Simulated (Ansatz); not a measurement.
Theory: Ansatz 0.2.0, DFT PBE, scalar-relativistic, plane waves, PAW. All cells share a 420 eV cutoff and Γ-centred k meshes spaced at most about 0.3 Å⁻¹ (2π included). No spin polarisation in the final relaxations.

All energies are static (0 K, no zero-point motion).

Compare these two cells of MgCd2S3, each relaxed at this level.

A.

```yaml
crystal:
  lattice:
    - [3.82614, 0.00000, 0.00000]
    - [-1.91307, 3.31353, 0.00000]
    - [0.00000, 0.00000, 9.37890]
  atoms:
    - { symbol: Mg, position: [0.00000, 0.00000, 0.00000] }
    - { symbol: Cd, position: [0.33333, 0.66667, 0.67124] }
    - { symbol: Cd, position: [0.66667, 0.33333, 0.32876] }
    - { symbol: S, position: [0.00000, 0.00000, 0.50000] }
    - { symbol: S, position: [0.33333, 0.66667, 0.15576] }
    - { symbol: S, position: [0.66667, 0.33333, 0.84424] }
```

B.

```yaml
crystal:
  lattice:
    - [-1.91535, 1.91535, 8.13833]
    - [1.91535, -1.91535, 8.13833]
    - [1.91535, 1.91535, -8.13833]
  atoms:
    - { symbol: Mg, position: [0.00000, 0.00000, 0.00000] }
    - { symbol: Cd, position: [0.66636, 0.66636, 0.00000] }
    - { symbol: Cd, position: [0.33364, 0.33364, 0.00000] }
    - { symbol: S, position: [0.83681, 0.83681, 0.00000] }
    - { symbol: S, position: [0.50000, 0.50000, 0.00000] }
    - { symbol: S, position: [0.16319, 0.16319, 0.00000] }
```

Question: Which arrangement of the elements on these sites is preferred, and by what margin?

Answer: A is lower, by 6 meV/atom. The two share one framework of sites and differ in which element sits where. A has Mg and Cd ordered on rock salt sites, space group P-3m1 (No. 164), 19.8 Å³/atom and a gap of 0.92 eV on its mesh; B has Mg and Cd ordered on rock salt sites, space group I4/mmm (No. 139), 19.9 Å³/atom and a gap of 0.64 eV. Counting S atoms around Cd and Mg (those within 1.25 times the shortest such distance or 1.15 times the sum of covalent radii), A and B both have Mg 6, Cd 6. In A, Mg is surrounded by 6 S at 2.65 Å; Cd has 6 S at 2.73–2.74 Å; S on a site of symmetry -3m has 6 Cd at 2.73 Å; 1 more site not described. In B, Mg has 6 S at 2.66–2.71 Å; Cd has 6 S at 2.71–2.77 Å; S on a site of symmetry 4mm is surrounded by 1 Mg at 2.66 Å and 5 Cd at 2.71–2.77 Å; 1 more site not described. Both come from invented guesses. A third cell relaxed alike, in P3m1, lies 95 meV/atom below the lower of the two.

Kohn–Sham gaps at this level usually fall short of measured ones. Cells relaxed within their symmetry can be saddle points.
